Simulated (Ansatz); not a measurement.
Level of theory: DFT PBE, scalar-relativistic, plane waves, PAW in Ansatz 0.2.0. Cutoff 420 eV, Γ-centred meshes of about 0.25 Å⁻¹ or finer for metals and 0.3 Å⁻¹ for insulators (2π included), Gaussian smearing. No spin polarisation.

Temperature and zero-point effects are left out.

Compare these two cells of ScIn3As, each relaxed at this level.

A.

```xyz
10
Lattice="3.7918 0.0000 0.0000 0.0000 3.7918 0.0000 0.0000 0.0000 18.4113" Properties=species:S:1:pos:R:3 pbc="T T T"
Sc    0.0000    1.8959   17.1777
Sc    1.8959    0.0000    1.2336
In    1.8959    0.0000    6.1911
In    1.8959    0.0000   10.1714
In    0.0000    1.8959    4.3694
In    1.8959    0.0000   14.0419
In    0.0000    1.8959   12.2202
In    0.0000    1.8959    8.2400
As    1.8959    0.0000   16.8998
As    0.0000    1.8959    1.5116
```

B.

```xyz
5
Lattice="1.9529 1.1275 9.9024 -1.9529 1.1275 9.9024 0.0000 -2.2550 9.9024" Properties=species:S:1:pos:R:3 pbc="T T T"
Sc    0.0000    0.0000    0.2053
In    0.0000    0.0000   23.2360
In    0.0000    0.0000   17.7826
In    0.0000    0.0000    5.7742
As    0.0000    0.0000   11.5549
```

Question: Which would you expect to be lower, and how large is the difference?

Answer: A is lower, by 135 meV/atom. A has space group P4/nmm (No. 129), 26.5 Å³/atom and no gap on its mesh; B has space group R3m (No. 160), 26.2 Å³/atom and no gap. Counting In or Sc atoms around As (for each partner element, those within 1.25 times its shortest distance or 1.15 times the sum of covalent radii, where it is the nearest in units of that sum or under 1.3; a plus sign parts groups by distance over the sum of covalent radii), A has As 5+1 and B has As 3+3. In A, around Sc lie 5 As at 2.70–2.75 Å, 8 Sc at 3.64–3.79 Å and 4 In at 4.13 Å; In on its first site is surrounded by 8 In at 3.24–3.37 Å and 5 In at 3.79–3.98 Å; As is surrounded by 5 Sc at 2.70–2.75 Å and 1 In at 2.86 Å; 2 more sites not described. In B, Sc is surrounded by 3 As at 2.68 Å and 3 In at 3.17 Å; around In on its first site lie 3 As at 2.87 Å and 3 In at 3.25 Å; As has 3 Sc at 2.68 Å and 3 In at 2.87 Å; 2 more sites not described. Both come from trial cells of a structure search, whose lowest cell (I-4m2, 25.6 Å³/atom) lies 26 meV/atom below the lower of the two.

Trial moments fell under 0.15 μB along the way in P4/nmm and R3m; another start might hold them. With atoms moved at random, A (by 26 meV/atom) fell into a lower structure. B had no clear such test and can be a saddle point. Some types were kept out of the candidates beforehand, so the set may lack a known form.
